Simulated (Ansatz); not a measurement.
Trial structures of TaGa₂: starts and ends

The calculation used DFT PBE, scalar-relativistic, plane waves, PAW (Ansatz 0.2.0). All cells share a 420 eV cutoff and Γ-centred k meshes spaced at most about 0.3 Å⁻¹ (about 0.25 or finer for metals, 2π included). No spin polarisation in the final relaxations.

Each guess was relaxed in cell and atoms at zero pressure, within the symmetry of its start. All energies are static (0 K, no zero-point motion). Coordination counts all near atoms (those within 1.25 times the shortest distance at each site; a plus sign parts nearer from farther groups; a slash parts the counts of unlike sites).

```tsv
guess	made from	start group	V start (Å³/atom)	end group	V end (Å³/atom)	coordination at the end	gap on mesh (eV)	E over the lowest end (meV/atom)
1	Cu2Se type	F-43m	16.6	F-43m	18.8	Ta 4+6, Ga 8/4+6	0	742
2	NdH2 type	Fm-3m	16.7	Fm-3m (fluorite)	20.2	Ta 8, Ga 4+6	0	624
3	TiBe2 type	Fd-3m	20.8	?	?	?	?	?
4	Ga2Cu type	P4/mmm	16.4	P4/mmm	17.6	Ta 12, Ga 1+8	0	0
5	random cell	P4/mmm	20.6	P4/mmm	18.8	Ta 8, Ga 8	0	273
```

Guess 3 as it starts:

```
Ta Ga
1.0
     0.00000    3.96781    3.96781
     3.96781    0.00000    3.96781
     3.96781    3.96781    0.00000
Ta Ga
2 4
Direct
  0.25000 0.25000 0.25000
  0.00000 0.00000 0.00000
  0.62500 0.12500 0.62500
  0.62500 0.62500 0.12500
  0.12500 0.62500 0.62500
  0.62500 0.62500 0.62500
```

Task: Fill in the missing row: what does this guess relax into, and where does it rank?

Result: It ends in the cubic Laves (C15) type, space group Fd-3m (No. 227), with a = 7.247 Å, 15.9 Å³/atom and no gap. It lies 225 meV/atom over the lowest end, above guess 4 and below guess 5. Counting all near atoms, this end has Ta 16, Ga 6+6 and the lowest (guess 4) has Ta 12, Ga 1+8.

```cif
data_structure
_symmetry_space_group_name_H-M 'Fd-3m:1'
_symmetry_Int_Tables_number 227
_cell_length_a 7.2470
_cell_length_b 7.2470
_cell_length_c 7.2470
_cell_angle_alpha 90.000
_cell_angle_beta 90.000
_cell_angle_gamma 90.000
_cell_volume 380.61
loop_
_atom_site_label
_atom_site_type_symbol
_atom_site_symmetry_multiplicity
_atom_site_Wyckoff_symbol
_atom_site_fract_x
_atom_site_fract_y
_atom_site_fract_z
_atom_site_occupancy
Ta1 Ta 8 b 0.25000 0.75000 0.25000 1
Ga1 Ga 16 c 0.37500 0.12500 0.37500 1
```

Energies over the elements count from the elements' standard structures at the same level, with no fitted energy shifts.

Task: Is the lowest end bound against the elements?

Result: Yes: its formation energy is −0.16 eV/atom. A negative formation energy is needed for stability but isn't enough: competing phases decide.

These runs have no spin–orbit coupling, which can matter for Ta. A magnetic state wasn't ruled out in cells without spin, among them F-43m. Cells relaxed within their symmetry can be saddle points. A lower structure may well exist outside this small set. Some types were kept out of the candidates beforehand, so the set may lack a known form.
